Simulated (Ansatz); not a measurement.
Task: PtW (L1₀ or tetragonal B2, space group No. 123) is relaxed with the program Ansatz at the PBE level (PAW). What lattice parameters of the conventional cell result?

Result: a = 2.743 Å, c = 4.143 Å.

Space group P4/mmm (L1₀ or tetragonal B2). The start of the workflow was typed in or built on a structure type; neither database checked (COD, Materials Project) lists it. Its standing as an ambient phase is unchecked. Symmetry was held in the PBE relaxation; whether a distortion lowers the energy is not shown. The run is not spin-polarised. Axis ratios of metals converge slowly with the k-mesh, so a and c are less sure than the volume. Scalar-relativistic: spin–orbit coupling is off unless named, which matters more the heavier the elements.

Potentials: the later of the program's two PAW sets.
